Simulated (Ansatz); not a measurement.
Input:

BeTe:
```
CELL_PARAMETERS angstrom
      0.00000     2.65083     2.65083
      2.65083     0.00000     2.65083
      2.65083     2.65083     0.00000
ATOMIC_POSITIONS crystal
  Be 0.00000 0.00000 0.00000
  Te 0.50000 0.50000 0.50000
```

This is the PBEsol-relaxed structure.

All from PBEsol (plane waves, PAW; program Ansatz), unless another level is named. Give the electronic character.

metallic (no gap).

Give the formation energy from the elements (no fitted shifts).

96 meV/atom.

Give the density of states at the Fermi level.

0.30 states/eV per atom (mean over ±0.08 eV).

And the gap with spin–orbit coupling?

none (metallic).

Space group Fm-3m (rock salt). The start of the workflow was typed in or built on a structure type; neither database checked (COD, Materials Project) lists it. COD files the formula under space group No. 216. Its standing as an ambient phase is unchecked. Symmetry was held in the PBEsol relaxation. At this level the phase is dynamically unstable (imaginary phonons). The references are the lowest solids computed at this level, not always the standard phases. Spin–orbit coupling is left out wherever it is not named.

Potentials: the earlier of the program's two PAW sets. The files were generated under PBE; for other functionals the program regenerates the frozen cores, and for LDA and PBEsol the local potential too.
